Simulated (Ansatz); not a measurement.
Y(AlSi)₂ (space group P-3m1)

```yaml
crystal:
  lattice:
    - [4.17029, 0.00000, 0.00000]
    - [-2.08514, 3.61157, 0.00000]
    - [0.00000, 0.00000, 6.51056]
  atoms:
    - { symbol: Y, position: [0.00000, 0.00000, 0.00000] }
    - { symbol: Al, position: [0.66667, 0.33333, 0.35513] }
    - { symbol: Al, position: [0.33333, 0.66667, 0.64487] }
    - { symbol: Si, position: [0.66667, 0.33333, 0.74276] }
    - { symbol: Si, position: [0.33333, 0.66667, 0.25724] }
```

The slice is a (-1 1 0 2) plane (indices of the conventional cell) through the point (0.667, 0.333, 0.743) (fractional), spanned by u = [110] and v = [1 -1 1] in vectors of this cell: u (4.17 Å) and v (9.72 Å, at 90° to u). It covers one period; positions are fractions (u, v).

Computed with PBEsol (plane waves to 420 eV, PAW, scalar-relativistic; Ansatz, a quantum-chemistry and plane-wave program). k mesh 13×13×7. Inside the PAW spheres the values are not all-electron values, and peaks at nuclei hang on which shells count as valence. Y(AlSi)2 is run without spin polarisation. Y(AlSi)2 was relaxed with its symmetry unable to fall.

Q: Predict the map of the electron localisation function (ELF) on the slice.

A: 
```
|xx--####++--++####--|
|%%####++::..::++####|
|%%##++::..  ..::++##|
|**++--..      ..--++|
|++==::          ::==|
|%%##==..      ..==##|
|@@%%**--......--**%%|
|@@@@##++--::--++##@@|
|##%%%%%%**--**%%%%%%|
|**%%@@@@++  ++@@@@%%|
|##%%@@@@==  ==@@@@%%|
|##%%%%%%==..==%%%%%%|
|----==++++++++++==--|
|..    ::==++==::    |
|@@##..  --++--  ..##|
|xx@@**  --==--  **@@|
|xx@@##  ::==::  ##@@|
|@@@@==  ::--::  ==@@|
|**==    ..::..    ==|
|......::::::::::....|
|######++------++####|
|%%@@@@%%**==**%%@@@@|
|xx**@@@@##++##@@@@**|
|xxxx%%%%**++**%%%%xx|
```
Scale: ten equal steps from 0.04 (start of ' ') to 0.86 (end of '@'), in the order ' .:-=+*#%@'. Values: electron localisation function (ELF). The map has 10 points along u (two characters each, u = 0 at the left) and 24 along v (v = 0 in the bottom row). Points within 0.5 Å of a nucleus are blanked (x), as the pseudised field means little there.
